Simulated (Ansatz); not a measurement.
Input and output for fcc Pt (111), 5 layers: DFT, PBEsol, all-electron LAPW, scalar-relativistic (Ansatz 0.2.0).

The slab is cut from a bulk crystal relaxed on PAW files (its atoms may have been relaxed since).

Command: `ansatz run input.yaml --threads 2 --pin off --max-ram 4096MiB --backend cpu --events-out ev --progress --plain --runs-dir out` It took 4.4 min on 2 threads of Arm Neoverse V2 (shared host), peak memory 1.2 GiB.

```yaml
crystal:
  lattice:
    - [2.7712080012, 0.0, 0.0]
    - [-1.3856040006, 2.3999365282, 0.0]
    - [0.0, 0.0, 25.0507]
  atoms:
    - { symbol: Pt, position: [0.833333333, 0.166666667, 0.3193518061] }
    - { symbol: Pt, position: [0.166666667, 0.833333333, 0.4096759028] }
    - { symbol: Pt, position: [0.5, 0.5, 0.5] }
    - { symbol: Pt, position: [0.833333333, 0.166666667, 0.5903240972] }
    - { symbol: Pt, position: [0.166666667, 0.833333333, 0.6806481939] }
kpoints:
  mp_grid: { grid: [17, 17, 1] }
scf:
  occupations: { method: fermi_dirac, width: 0.08 }
hamiltonian:
  xc: pbesol
  pseudopotentials: { kind: all_electron, lapw: { basis_error: 0.001 } }
output:
  forces: true
  stress: true
  eigenvalues: true
  populations: true
  dos: { projected: true, de: 0.2, e_range: [-14, 8] }
efield:
  axis: 3
  amplitude: 0
  dipole_correction: true
```

Output:

```
Pt: projections on atomic orbitals take those of the free atom 1s2 2s2 2p6 3s2 3p6 3d10 4s2 4p6 4d10 4f14 5s2 5p6 5d9 6s1, of charge +0.00 (hamiltonian.pseudopotentials.projection_atoms)
LAPW: plane waves up to 8.428 Å⁻¹, error target 1.0e-3 eV per atom; small_component_spin mean_spin; Pt in spheres of 1.386 Å, 42 of its electrons in bands, Dirac shells [] (how accurate: hamiltonian.pseudopotentials.lapw.basis_error, Limitations)
Engine: ansatz 0.2.0
Pseudopotentials: kind: all_electron
Pseudopotential: Pt, LAPW, valence charge 42, lapw/all_electron/scalar/gaussian/Pt, Koelling and Harmon's equation, gaussian nucleus
Functional definition: PBEsol
  exchange = pbesol_x
  correlation = pbesol_c
Crystal: 5 atoms, lattice volume = 166.605 Å³
Basis set: ecut = 270.65359306597617 eV, 1723 PW (Γ), exchange–correlation at level 2
Bands: 126, of which v1, the nominal top of the filled ones, is band 105 counted from 1 (104 counted from 0)
Symmetry: 6 space group operations
k-points: 33 of 289 (time reversal used)
Non-local potential: Pt, projectors of the file, none
Initial density: superposition of atomic densities (neutral atoms: chi_scale 0, normalization atom)
Initial wavefunctions: plane waves of lowest kinetic energy (no species holds an atomic orbital)
Functional: x = pbesol(κ = 0.804, μ = 0.12345679012345678), c = pbesol(β = 0.046)
iter 1 solved again at ethr=1.73e-3 eV; its pass at ethr=1.00e-1 eV (dr2=3.64e0 eV) is discarded
SCF iter   1: F=—  HF=-2504091.355386 eV  |F-HF|=—  |Δ(HF+E_count)|=         —  Δρ=2.46e-2  dr2=3.64e0  ethr=1.73e-3  p=0.000 e·Å  D=5.70e-14 V/Å  ΔV_dip=-0.00 eV  dr2_dipole=4.32e-11  V_vac-E_F(+/−)=4.64/4.64 eV  ⟨swp⟩=2.1  Hψ=25766  notcnv=0
efield: sawtooth ramp at fractional position 0.9500 (placed from the atoms, in the widest stretch of the axis that holds none; the zero of the levels goes with the place), width 0.1000; the density the first Hamiltonian is built on has a dipole p = -0.000 e·Å; the dipole correction subtracts the counter field D = -1.82e-14 V/Å, which shifts the + side's vacuum level by +0.00 eV against the − side's; the planar-averaged density in the ramp window peaks in size at 6.3e-7 e/Å³
preconditioner: auto → LDOS  [metal: Δε(μ)=0.011 eV  Ē_g=11.838 eV  σ=0.080 eV  W_gap=0.03  n_scr=76 (ndim 8)  ℏωp=20.3 eV  f_vac=0.530  D(μ)=9.04/eV (n_scr^D=102)  β→1.0]
SCF iter   2: F=—  HF=-2504091.110060 eV  |F-HF|=—  |Δ(HF+E_count)|=   2.45e-1  Δρ=1.11e-2  dr2=1.74e0  ethr=1.73e-3  p=0.000 e·Å  D=7.66e-7 V/Å  ΔV_dip=-0.00 eV  dr2_dipole=7.60e-9  V_vac-E_F(+/−)=5.74/5.74 eV  ⟨swp⟩=3.0  Hψ=12897  notcnv=0
SCF iter   3: F=—  HF=-2504089.417153 eV  |F-HF|=—  |Δ(HF+E_count)|=    1.69e0  Δρ=6.08e-3  dr2=6.28e-1  ethr=8.26e-4  p=-0.000 e·Å  D=-3.90e-7 V/Å  ΔV_dip=0.00 eV  dr2_dipole=1.52e-11  V_vac-E_F(+/−)=5.62/5.62 eV  ⟨swp⟩=3.0  Hψ=12123  notcnv=0
SCF iter   4: F=—  HF=-2504089.316774 eV  |F-HF|=—  |Δ(HF+E_count)|=   1.00e-1  Δρ=2.57e-3  dr2=2.13e-1  ethr=2.99e-4  p=0.000 e·Å  D=6.49e-7 V/Å  ΔV_dip=-0.00 eV  dr2_dipole=3.11e-10  V_vac-E_F(+/−)=5.65/5.65 eV  ⟨swp⟩=2.0  Hψ=12221  notcnv=0
iter 5 solved again at ethr=9.31e-6 eV; its pass at ethr=1.01e-4 eV (dr2=1.96e-2 eV) is discarded
SCF iter   5: F=—  HF=-2504089.307879 eV  |F-HF|=—  |Δ(HF+E_count)|=         —  Δρ=1.13e-3  dr2=1.96e-2  ethr=9.31e-6  p=0.000 e·Å  D=3.91e-7 V/Å  ΔV_dip=-0.00 eV  dr2_dipole=2.49e-11  V_vac-E_F(+/−)=5.80/5.80 eV  ⟨swp⟩=2.0  Hψ=20548  notcnv=0
the basis was enlarged: its passes take 1.8 MiB over the memory plan, 2 of 2 planned eigensolver slots
SCF iter   6: F=—  HF=-2504089.307057 eV  |F-HF|=—  |Δ(HF+E_count)|=   8.23e-4  Δρ=5.50e-4  dr2=1.05e-3  ethr=9.31e-6  p=0.000 e·Å  D=2.96e-7 V/Å  ΔV_dip=-0.00 eV  dr2_dipole=1.03e-11  V_vac-E_F(+/−)=5.81/5.81 eV  ⟨swp⟩=2.0  Hψ=12185  notcnv=0
SCF iter   7: F=—  HF=-2504089.306861 eV  |F-HF|=—  |Δ(HF+E_count)|=   1.96e-4  Δρ=1.41e-4  dr2=4.27e-5  ethr=5.01e-7  p=0.000 e·Å  D=1.35e-7 V/Å  ΔV_dip=-0.00 eV  dr2_dipole=2.71e-11  V_vac-E_F(+/−)=5.81/5.81 eV  ⟨swp⟩=2.0  Hψ=12183  notcnv=0
[... lines left out ...]
  E_closure    = 0.000000  (closes the sum)
  E_atoms      = -2504055.908740  (free atoms, spherical and without spin; not in F)
  Σ components = -2504089.306891   (vs F -2504089.306891, Δ=0.00e0)
  Basis errors (estimates in eV, not in F): energy 2.9e-4 per atom: plane waves 2.5e-4 (1.4e-4 summed), levels above the bands 9.4e-76, relativity 7.5e-8, radial functions 3.4e-5, core shells 1.0e-7; eigenvalues (radial functions only) 1.3e-6; not estimated: angular momenta, meshes, grids; target (lapw.basis_error) 1.0e-3; muffin-tin radii Pt 1.386 Å
--- Forces (eV/Å), atoms counted from 1 ---
  atom   1  Pt     0.00000000     0.00000000    -0.09045646
  atom   2  Pt     0.00000000     0.00000000     0.23488123
  atom   3  Pt     0.00000000     0.00000000     0.00000112
  atom   4  Pt    -0.00000000    -0.00000000    -0.23488258
  atom   5  Pt    -0.00000000    -0.00000000     0.09045622
  max |Σ_I F_I| component: 4.61e-7 eV/Å
--- Stress (GPa, compression-positive) ---
       -4.387230      -0.000000      -0.000000
       -0.000000      -4.387230       0.000000
       -0.000000       0.000000      -0.232988
  P = ⅓ Tr σ = -3.0025 GPa (-30.025 kbar)
--- Band table (eV; the first three rows and the last of 33) ---
  k-point 0: bands = ["-293.4114", "-293.4114", "-293.4060", "-293.3683", "-293.3683", "-293.3199", "-293.3199", "-293.3171", "-293.3171", "-293.3171", "-293.3171", "-293.2790", "-293.2790", "-293.2790", "-293.2790", "-292.9163", "-292.9163", "-292.9163", "-292.9163", "-292.8138", "-292.8138", "-292.8138", "-292.8138", "-292.8088", "-292.8088", "-88.8264", "-88.7370", "-88.7354", "-88.2647", "-88.2647", "-57.3768", "-57.3492", "-57.3492", "-57.3398", "-57.3270", "-57.3270", "-57.3186", "-57.2846", "-57.2846", "-57.2575", "-57.2575", "-57.2540", "-57.2540", "-57.2540", "-57.2540", "-57.2403", "-57.2403", "-57.2320", "-57.2320", "-57.2320", "-57.2320", "-56.8851", "-56.8851", "-56.8799", "-56.8799", "-56.7886", "-56.7886", "-56.7886", "-56.7886", "-56.7533", "-56.7533", "-56.7533", "-56.7533", "-56.7467", "-56.7467", "-43.1682", "-42.9645", "-42.8279", "-42.8244", "-42.8244", "-42.7349", "-42.7349", "-42.7280", "-42.7280", "-42.3453", "-42.3453", "-42.3453", "-42.3453", "-42.2486", "-42.2473", "-0.1699", "0.8358", "1.9268", "2.5757", "2.6215", "5.7708", "5.8837", "5.9973", "5.9973", "6.1001", "6.1001", "6.2630", "6.2630", "6.3168", "6.6689", "6.6689", "6.7037", "6.7037", "7.3020", "8.1222", "8.1222", "8.3027", "8.3027", "8.7827", "8.7827", "9.4531", "9.4531", "9.5492", "9.7889", "9.7889", "10.2195", "15.2840", "15.6010", "16.3022", "17.6803", "17.7574", "19.8549", "20.4438", "22.6281", "23.2472", "24.2963", "24.8221", "25.0983", "25.6639", "25.7431", "26.2055"]
  k-point 1: bands = ["-293.4114", "-293.4114", "-293.4060", "-293.3683", "-293.3683", "-293.3199", "-293.3199", "-293.3171", "-293.3171", "-293.3171", "-293.3171", "-293.2790", "-293.2790", "-293.2790", "-293.2790", "-292.9163", "-292.9163", "-292.9163", "-292.9163", "-292.8138", "-292.8138", "-292.8138", "-292.8138", "-292.8088", "-292.8088", "-88.8256", "-88.7362", "-88.7347", "-88.2639", "-88.2639", "-57.3767", "-57.3492", "-57.3492", "-57.3399", "-57.3270", "-57.3270", "-57.3185", "-57.2845", "-57.2845", "-57.2576", "-57.2576", "-57.2541", "-57.2540", "-57.2540", "-57.2540", "-57.2403", "-57.2403", "-57.2320", "-57.2320", "-57.2320", "-57.2320", "-56.8850", "-56.8850", "-56.8800", "-56.8800", "-56.7886", "-56.7886", "-56.7886", "-56.7886", "-56.7534", "-56.7534", "-56.7534", "-56.7534", "-56.7466", "-56.7466", "-43.1644", "-42.9647", "-42.8350", "-42.8300", "-42.8278", "-42.7455", "-42.7408", "-42.7380", "-42.7308", "-42.3576", "-42.3576", "-42.3484", "-42.3484", "-42.2473", "-42.2462", "-0.0468", "0.9559", "2.0485", "2.6916", "2.7436", "5.6832", "5.7409", "5.9154", "6.0881", "6.1486", "6.1646", "6.1774", "6.3337", "6.3544", "6.6311", "6.6641", "6.7450", "6.7924", "7.1170", "8.0006", "8.0168", "8.3391", "8.3476", "8.7647", "8.7842", "8.9635", "9.3045", "9.4555", "9.7965", "10.2531", "11.0070", "15.3633", "15.6940", "16.3639", "17.7267", "17.8401", "19.9460", "20.5034", "22.7237", "23.3326", "24.4817", "25.0085", "25.2410", "25.8076", "25.8653", "26.3422"]
  k-point 2: bands = ["-293.4114", "-293.4114", "-293.4060", "-293.3683", "-293.3683", "-293.3199", "-293.3199", "-293.3171", "-293.3171", "-293.3171", "-293.3171", "-293.2790", "-293.2790", "-293.2790", "-293.2790", "-292.9163", "-292.9163", "-292.9163", "-292.9163", "-292.8138", "-292.8138", "-292.8138", "-292.8138", "-292.8088", "-292.8088", "-88.8233", "-88.7340", "-88.7326", "-88.2617", "-88.2617", "-57.3766", "-57.3493", "-57.3492", "-57.3402", "-57.3271", "-57.3270", "-57.3184", "-57.2844", "-57.2844", "-57.2579", "-57.2579", "-57.2542", "-57.2542", "-57.2540", "-57.2540", "-57.2401", "-57.2401", "-57.2320", "-57.2320", "-57.2319", "-57.2319", "-56.8848", "-56.8848", "-56.8803", "-56.8803", "-56.7886", "-56.7886", "-56.7885", "-56.7885", "-56.7536", "-56.7536", "-56.7534", "-56.7534", "-56.7466", "-56.7466", "-43.1536", "-42.9683", "-42.8625", "-42.8391", "-42.8375", "-42.7789", "-42.7714", "-42.7469", "-42.7388", "-42.3925", "-42.3924", "-42.3570", "-42.3570", "-42.2438", "-42.2430", "0.3112", "1.3001", "2.3927", "3.0170", "3.0890", "5.3782", "5.5300", "5.6947", "6.0080", "6.0893", "6.2976", "6.3302", "6.3582", "6.5101", "6.6217", "6.6600", "6.7832", "6.9500", "7.0509", "7.7576", "7.8645", "8.1868", "8.3358", "8.3447", "8.7245", "8.7901", "9.4595", "9.6287", "9.8169", "11.0364", "12.0767", "15.5927", "15.9730", "16.5463", "17.8887", "18.0871", "20.2160", "20.6771", "22.9882", "23.5607", "24.9169", "25.5037", "25.5479", "26.0351", "26.1551", "26.6184"]
  k-point 32: bands = ["-293.4114", "-293.4114", "-293.4060", "-293.3683", "-293.3683", "-293.3199", "-293.3199", "-293.3171", "-293.3171", "-293.3171", "-293.3171", "-293.2790", "-293.2790", "-293.2790", "-293.2790", "-292.9163", "-292.9163", "-292.9163", "-292.9163", "-292.8138", "-292.8138", "-292.8138", "-292.8138", "-292.8088", "-292.8088", "-88.7998", "-88.7118", "-88.7118", "-88.2397", "-88.2397", "-57.3753", "-57.3500", "-57.3498", "-57.3434", "-57.3270", "-57.3268", "-57.3169", "-57.2830", "-57.2830", "-57.2611", "-57.2611", "-57.2550", "-57.2550", "-57.2548", "-57.2548", "-57.2387", "-57.2387", "-57.2317", "-57.2317", "-57.2316", "-57.2316", "-56.8835", "-56.8835", "-56.8829", "-56.8829", "-56.7882", "-56.7882", "-56.7881", "-56.7881", "-56.7546", "-56.7546", "-56.7544", "-56.7544", "-56.7457", "-56.7457", "-43.1270", "-43.0859", "-43.0856", "-43.0108", "-42.9847", "-42.9659", "-42.8954", "-42.8824", "-42.8757", "-42.6121", "-42.6120", "-42.5695", "-42.5693", "-42.2117", "-42.2117", "3.9345", "4.0600", "4.2445", "4.5776", "4.5858", "4.8710", "4.8777", "5.1268", "5.2086", "5.8623", "5.8996", "6.1089", "6.6884", "6.7316", "6.9697", "6.9882", "7.5725", "7.8011", "8.0978", "8.2912", "9.1720", "9.2571", "9.4521", "9.6093", "9.6247", "14.1595", "14.2371", "15.0475", "15.1376", "15.1757", "16.0624", "16.8146", "16.8782", "17.8192", "18.0647", "18.6908", "19.4766", "20.2689", "20.4969", "21.5651", "22.2410", "22.4989", "22.8316", "22.8536", "23.5957", "24.0227"]
--- Löwdin populations: 5 sites ---
  site symbol       q [e]
     0     Pt     77.9114
     1     Pt     77.8259
     2     Pt     77.8413
     3     Pt     77.8259
     4     Pt     77.9114
  spilling = 0.001754 (of n_electrons = 390.000000)
```

populations.tsv:

```
# site	symbol	l	j	q
# orbitals = lowdin
# n_electrons = 390.000000
# spilling = 0.001754
# projection_atom_Pt: 1s2 2s2 2p6 3s2 3p6 3d10 4s2 4p6 4d10 4f14 5s2 5p6 5d9 6s1
0	Pt	0_1S	-	2.000000
0	Pt	0_2S	-	1.999994
0	Pt	0_3S	-	1.999928
0	Pt	0_4S	-	1.999275
0	Pt	0_5S	-	1.989335
0	Pt	0_6S	-	1.006339
0	Pt	1_2P	-	6.000000
0	Pt	1_3P	-	5.999999
0	Pt	1_4P	-	5.999979
0	Pt	1_5P	-	5.997682
0	Pt	2_3D	-	10.000000
0	Pt	2_4D	-	9.999992
0	Pt	2_5D	-	8.918848
0	Pt	3_4F	-	13.999987
1	Pt	0_1S	-	2.000000
1	Pt	0_2S	-	1.999992
1	Pt	0_3S	-	1.999901
1	Pt	0_4S	-	1.999002
1	Pt	0_5S	-	1.985326
1	Pt	0_6S	-	0.946757
1	Pt	1_2P	-	6.000000
1	Pt	1_3P	-	5.999999
1	Pt	1_4P	-	5.999982
1	Pt	1_5P	-	5.998184
1	Pt	2_3D	-	10.000000
1	Pt	2_4D	-	9.999990
1	Pt	2_5D	-	8.896764
1	Pt	3_4F	-	13.999988
2	Pt	0_1S	-	2.000000
2	Pt	0_2S	-	1.999992
2	Pt	0_3S	-	1.999901
2	Pt	0_4S	-	1.999001
2	Pt	0_5S	-	1.985318
2	Pt	0_6S	-	0.969769
2	Pt	1_2P	-	6.000000
2	Pt	1_3P	-	5.999999
2	Pt	1_4P	-	5.999982
2	Pt	1_5P	-	5.998126
2	Pt	2_3D	-	10.000000
2	Pt	2_4D	-	9.999990
2	Pt	2_5D	-	8.889239
2	Pt	3_4F	-	13.999988
3	Pt	0_1S	-	2.000000
3	Pt	0_2S	-	1.999992
3	Pt	0_3S	-	1.999901
3	Pt	0_4S	-	1.999002
3	Pt	0_5S	-	1.985326
3	Pt	0_6S	-	0.946757
3	Pt	1_2P	-	6.000000
3	Pt	1_3P	-	5.999999
3	Pt	1_4P	-	5.999982
3	Pt	1_5P	-	5.998184
3	Pt	2_3D	-	10.000000
3	Pt	2_4D	-	9.999990
3	Pt	2_5D	-	8.896764
3	Pt	3_4F	-	13.999988
4	Pt	0_1S	-	2.000000
4	Pt	0_2S	-	1.999994
4	Pt	0_3S	-	1.999928
4	Pt	0_4S	-	1.999275
4	Pt	0_5S	-	1.989335
4	Pt	0_6S	-	1.006339
4	Pt	1_2P	-	6.000000
4	Pt	1_3P	-	5.999999
4	Pt	1_4P	-	5.999979
4	Pt	1_5P	-	5.997682
4	Pt	2_3D	-	10.000000
4	Pt	2_4D	-	9.999992
4	Pt	2_5D	-	8.918848
4	Pt	3_4F	-	13.999987
```

Next run (atoms relaxed), as changes to the input before:

```diff
   atoms:
-    - { symbol: Pt, position: [0.833333333, 0.166666667, 0.3193518061] }
-    - { symbol: Pt, position: [0.166666667, 0.833333333, 0.4096759028] }
-    - { symbol: Pt, position: [0.5, 0.5, 0.5] }
-    - { symbol: Pt, position: [0.833333333, 0.166666667, 0.5903240972] }
-    - { symbol: Pt, position: [0.166666667, 0.833333333, 0.6806481939] }
+    - { symbol: Pt, position: [0.8333333333, 0.1666666667, 0.3196509584] }
+    - { symbol: Pt, position: [0.1666666667, 0.8333333333, 0.4105097613] }
+    - { symbol: Pt, position: [0.5, 0.5, 0.5000000193] }
+    - { symbol: Pt, position: [0.8333333333, 0.1666666667, 0.5894902467] }
+    - { symbol: Pt, position: [0.1666666667, 0.8333333333, 0.6803490143] }
 kpoints:
   eigenvalues: true
-  populations: true
-  dos: { projected: true, de: 0.2, e_range: [-14, 8] }
+relax:
+  f_tol: 0.01
+  max_steps: 12
 efield:
```

Results part of the output:

```
SCF converged after 2 iterations
Free energy (F): -2504089.311107 eV
Harris-Foulkes:  -2504089.311107 eV  (|F-HF|=5.12e-9)
Internal energy: -2504089.112764 eV  (E = F + TS)
E sigma→0 (E₀):  -2504089.211936 eV
Entropy (-TS):   -0.198342 eV (-39.668 meV/atom)
Fermi energy:    9.788365 eV
Dipole field:    D = 0.000000 V/Å  (p = 0.000000 e·Å, saw-weighted, corrected)
Work function:   Φ+ = 5.8005 eV   Φ− = 5.8005 eV
Levels:          The Fermi level and band energies are counted from a zero that moves with the ramp; work functions are not
[... lines left out ...]
  k-point 2: bands = ["-293.4385", "-293.4385", "-293.4363", "-293.3940", "-293.3940", "-293.3276", "-293.3276", "-293.3236", "-293.3236", "-293.3236", "-293.3236", "-293.2862", "-293.2862", "-293.2862", "-293.2862", "-292.9046", "-292.9046", "-292.9046", "-292.9046", "-292.8004", "-292.8004", "-292.8004", "-292.8004", "-292.7957", "-292.7957", "-88.8545", "-88.7419", "-88.7405", "-88.2476", "-88.2476", "-57.4049", "-57.3803", "-57.3802", "-57.3610", "-57.3563", "-57.3562", "-57.3421", "-57.2915", "-57.2915", "-57.2633", "-57.2633", "-57.2621", "-57.2621", "-57.2620", "-57.2620", "-57.2464", "-57.2464", "-57.2395", "-57.2395", "-57.2394", "-57.2394", "-56.8733", "-56.8733", "-56.8689", "-56.8689", "-56.7753", "-56.7753", "-56.7752", "-56.7752", "-56.7401", "-56.7401", "-56.7400", "-56.7400", "-56.7333", "-56.7333", "-43.1969", "-42.9816", "-42.8850", "-42.8644", "-42.8517", "-42.7857", "-42.7787", "-42.7537", "-42.7457", "-42.3793", "-42.3792", "-42.3438", "-42.3438", "-42.2278", "-42.2270", "0.2628", "1.3133", "2.3857", "3.0042", "3.0943", "5.3536", "5.4999", "5.6589", "6.0193", "6.1052", "6.2719", "6.2840", "6.3225", "6.5210", "6.6205", "6.6740", "6.7820", "6.9729", "7.0712", "7.7459", "7.8435", "8.2004", "8.3331", "8.3501", "8.7134", "8.8035", "9.4496", "9.6435", "9.8233", "11.0361", "12.0860", "15.5987", "15.9721", "16.5621", "17.9361", "18.0779", "20.2371", "20.6565", "22.9818", "23.5621", "24.8996", "25.4918", "25.5465", "26.0376", "26.1676", "26.6220"]
  k-point 32: bands = ["-293.4385", "-293.4385", "-293.4363", "-293.3940", "-293.3940", "-293.3276", "-293.3276", "-293.3236", "-293.3236", "-293.3236", "-293.3236", "-293.2862", "-293.2862", "-293.2862", "-293.2862", "-292.9046", "-292.9046", "-292.9046", "-292.9046", "-292.8004", "-292.8004", "-292.8004", "-292.8004", "-292.7957", "-292.7957", "-88.8311", "-88.7196", "-88.7196", "-88.2255", "-88.2255", "-57.4037", "-57.3810", "-57.3808", "-57.3642", "-57.3562", "-57.3560", "-57.3406", "-57.2902", "-57.2902", "-57.2665", "-57.2665", "-57.2629", "-57.2629", "-57.2627", "-57.2627", "-57.2449", "-57.2449", "-57.2392", "-57.2392", "-57.2391", "-57.2391", "-56.8720", "-56.8720", "-56.8714", "-56.8714", "-56.7749", "-56.7749", "-56.7747", "-56.7747", "-56.7412", "-56.7412", "-56.7410", "-56.7410", "-56.7324", "-56.7324", "-43.1559", "-43.1197", "-43.1132", "-43.0179", "-42.9927", "-42.9725", "-42.9115", "-42.8902", "-42.8852", "-42.6001", "-42.6000", "-42.5574", "-42.5572", "-42.1942", "-42.1942", "3.8716", "3.9953", "4.1892", "4.5233", "4.5843", "4.8777", "4.9014", "5.1315", "5.2197", "5.8745", "5.8873", "6.1027", "6.7027", "6.7421", "6.9851", "7.0021", "7.5940", "7.8129", "8.0847", "8.2705", "9.1611", "9.2479", "9.4543", "9.6108", "9.6269", "14.1479", "14.2274", "15.0559", "15.1350", "15.1877", "16.0632", "16.8217", "16.8780", "17.8382", "18.0724", "18.7096", "19.4801", "20.2775", "20.5211", "21.5786", "22.2369", "22.4959", "22.8336", "22.8589", "23.5994", "24.0286"]
--- Relaxed structure (2 steps of the walk, 2 accepted, 0 SCFs on fresh bases) ---
  F+E_penalty+E_count = -2504089.31110674 eV   max|allowed force component| = 9.246e-3 eV/Å
  atoms:
    - { symbol: Pt, position: [0.8333333333333334, 0.16666666666666669, 0.3196509584] }
    - { symbol: Pt, position: [0.16666666666666669, 0.8333333333333334, 0.4105097613] }
    - { symbol: Pt, position: [0.5, 0.5, 0.5000000193] }
    - { symbol: Pt, position: [0.8333333333333334, 0.16666666666666669, 0.5894902467] }
    - { symbol: Pt, position: [0.16666666666666669, 0.8333333333333334, 0.6803490143] }
```

Spin–orbit coupling is left out, which matters for the heavy atoms. The cell is 1×1, so reconstructions are forbidden, and in slabs of four or five layers the relaxations can be far larger than at a real surface.
